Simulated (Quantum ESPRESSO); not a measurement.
# Where does Ga sit best among In sites?

The results below are calculated, not measured. They come from pw.x of Quantum ESPRESSO 7.5, a plane-wave density functional program, with PseudoDojo standard norm-conserving files (v0.5 for PBE, v0.4.1 for LDA and PBEsol). The cells are made up: elements, strain and atom displacements were drawn at random, and nothing was relaxed. There is no spin polarisation, spin-orbit coupling or dispersion term.

The cell has 8 sites of a zincblende or diamond lattice. Sites 1 to 4 hold X X X X; sites 5 to 8 hold P P P P. Cell vectors in Å: (5.713, 0.000, 0.000); (0.000, 5.713, 0.000); (0.000, 0.000, 5.713). Settings: PBE, cutoff 1088 eV, 4 x 4 x 4 k mesh shifted by half a step, Fermi-Dirac smearing of 0.025 eV.

In each run one of the sites marked X holds Ga and the others hold In; cell and positions stay the same. E is the free energy of the cell.

| site of the guest | first shell | mean distance (Å) | E above the lowest (eV) | P (GPa) | force on the guest (eV/Å) |
| --- | --- | --- | --- | --- | --- |
| 1 | P4 | 2.509 | 0.439 | 6.91 | 1.351 |
| 2 | P4 | 2.470 | 0.341 | 6.63 | 0.314 |
| 3 | P4 | 2.528 | 0.624 | 7.25 | 0.917 |
| 4 | P4 | 2.413 | 0.000 | 5.93 | 0.503 |

A rerun of one of these cells at 1377 eV and k mesh 6 x 6 x 6 moved values by no more than 0.009 eV in the cell's energy, 0.02 GPa in stress and 0.002 eV/Å in force.

## Reading the table

Site 4 is lowest, by 0.341 eV, over three times the rerun's bound. A straight line of energy against the mean distance has a slope of 5.1 ± 0.7 eV/Å, so the guest costs less on the tighter sites. The positions are random and not relaxed, so the differences hold for this frozen cell and are not site preferences of a real crystal.